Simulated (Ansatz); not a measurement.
Al (fcc (Cu type)), relaxed with r²SCAN+D4 (Ansatz, an electronic-structure program, plane waves, PAW): a = 3.975 Å, b = 3.975 Å, c = 3.975 Å, α = 90.00°, β = 90.00°, γ = 90.00°.

```
Property              Result
--------------------  ------
B₀ by P(V) fit (GPa)    95.2
K_Hill (GPa)            96.0
G_Hill (GPa)            44.5
Θ_D (K)                  525
```

**Question.** The same phase is relaxed and computed with PBEsol in the same code. What are the cell and these values now?

**Answer.** a = 4.0140 Å, b = 4.0140 Å, c = 4.0140 Å, α = 90.00°, β = 90.00°, γ = 90.00°.

B₀ by P(V) fit (GPa): 82.5
K_Hill (GPa): 82.5
G_Hill (GPa): 32.7
Θ_D (K): 454

All cells were relaxed under the symmetry of their starts (and spin orders); stability against distortions was not tested throughout.

Potentials: the earlier of the program's two PAW sets. The files were generated under PBE; for other functionals the program regenerates the frozen cores, and for LDA and PBEsol the local potential too.

Ansatz is a plane-wave DFT program.
